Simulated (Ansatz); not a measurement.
# ZrIr3, first-principles data

ZrIr$_{3}$:
```xyz
4
Lattice="3.9334 0.0000 0.0000 0.0000 3.9334 0.0000 0.0000 0.0000 3.9334" Properties=species:S:1:pos:R:3 pbc="T T T"
Ir     0.0000     1.9667     1.9667
Ir     1.9667     0.0000     1.9667
Ir     1.9667     1.9667     0.0000
Zr     0.0000     0.0000     0.0000
```

Space group Pm-3m (No. 221), Cu3Au type; conventional cell a = b = c = 3.9334 Å, α = β = γ = 90.00°.

Method: the program Ansatz at the PBEsol level (PAW). The cell and atoms are relaxed at this level. Other levels are named where they apply.

### Cell and energy

- Volume per atom: 15.21 Å³
- Density: 18.22 g/cm³
- Formation energy from the elements (no fitted shifts): -735 meV/atom

### Electronic structure

- Electronic character = metallic (no gap)
- Density of states at the Fermi level = 0.71 states/eV per atom (mean over ±0.08 eV)
- Gap with spin–orbit coupling = none (metallic)

### Mechanics

Bulk modulus (Birch–Murnaghan fit): 298 GPa
Pressure derivative B′: 4.7
Elastic constants (relaxed ions, GPa): C11 = 444, C12 = 224, C44 = 220
Mechanical stability: stable (all eigenvalues of C positive)
Hill bulk and shear moduli: 297 and 167 GPa
Young's modulus: 421 GPa
Poisson's ratio: 0.26
Debye temperature from the elastic constants: 404 K

### Charges

Bader charges: Ir -0.57, Zr +1.71 e

The workflow started from an entry of the Crystallography Open Database (COD). Whether it is the stable phase at ambient conditions was not checked. Symmetry was held in the PBEsol relaxation; its stability against distortions is not shown here. The run is not spin-polarised. As this level gives no gap, shear constants depend on the k-mesh and smearing (Fermi–Dirac, 0.1 eV here). The references are the lowest solids computed at this level, not always the standard phases. Spin–orbit coupling is left out wherever it is not named.

Potentials: the later of the program's two PAW sets.
